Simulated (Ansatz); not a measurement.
ZrTiB$_{4}$:
Space group Pmmm (No. 47); a = 3.101 Å, b = 3.409 Å, c = 5.368 Å, α = 90.00°, β = 90.00°, γ = 90.00°

| atom | site | symmetry | x | y | z |
|---|---|---|---|---|---|
| Ti | 1a | mmm | 0.0000 | 0.0000 | 0.0000 |
| B | 2t | mm2 | 0.5000 | 0.5000 | 0.1612 |
| B | 2r | mm2 | 0.0000 | 0.5000 | 0.3259 |
| Zr | 1d | mmm | 0.5000 | 0.0000 | 0.5000 |

This is the r²SCAN-relaxed structure.

Question: All from r²SCAN in the plane-wave PAW code Ansatz, unless another level is named. Predict the density of states at the Fermi level.

Answer: 0.10 states/eV per atom (mean over ±0.08 eV).

Question: Next, the formation energy from the elements (no fitted shifts)?

Answer: -1.05 eV/atom.

Question: What about the gap with spin–orbit coupling?

Answer: none (metallic).

The start of the workflow was typed in or built on a structure type; neither database checked (COD, Materials Project) lists it. Its standing as an ambient phase is unchecked. The r²SCAN relaxation kept the symmetry of its start; whether a distortion lowers the energy is not shown. No spin polarisation was allowed. The references are the lowest solids computed at this level, not always the standard phases. Scalar-relativistic: spin–orbit coupling is off unless named, which matters more the heavier the elements.

Potentials: the earlier of the program's two PAW sets.
